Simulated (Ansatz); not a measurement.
K2CO3 — coordination and ³⁹K quadrupole coupling

Cell: a COD entry, its atoms then relaxed with PBE in this cell.

Space group C2/c (No. 15); a = 5.6750, b = 9.9200, c = 7.0180 Å, β = 96.80°.

```csv
site,Wyckoff,site symmetry,x,y,z
K1,4e,2,0.5000,0.8346,0.7500
K3,4a,-1,0.0000,0.0000,0.0000
C,4e,2,0.5000,0.8329,0.2500
O7,4e,2,0.5000,0.7019,0.2500
O9,8f,1,0.6830,0.8982,0.2027
```

One atom of each set is listed; the run and its k-mesh use a cell of 12 atoms with edges of 5.71, 5.71, 7.02 Å.

Method: Kohn–Sham DFT in Ansatz, PBE, plane waves and PAW, scalar-relativistic, 420 eV cutoff, Γ-centred 5×5×3 k-points, Fermi–Dirac smearing 0.02 eV.

Q(³⁹K) = 60.30 mb.

(1) Order the K environments from the weakest to the strongest quadrupole coupling.
A. K3: 6 O at 2.62–2.78 Å
B. K1: 8 O at 2.86–3.28 Å; also 5 C at 3.29–3.51 Å, 2 K at 3.56 Å, 2 O at 3.75 Å

Answers

(1) A (2.11 MHz, η = 0.56), B (5.21 MHz, η = 0.08).

Like point charges on the first shell alone (each adding as 1/d³) would give the same order.
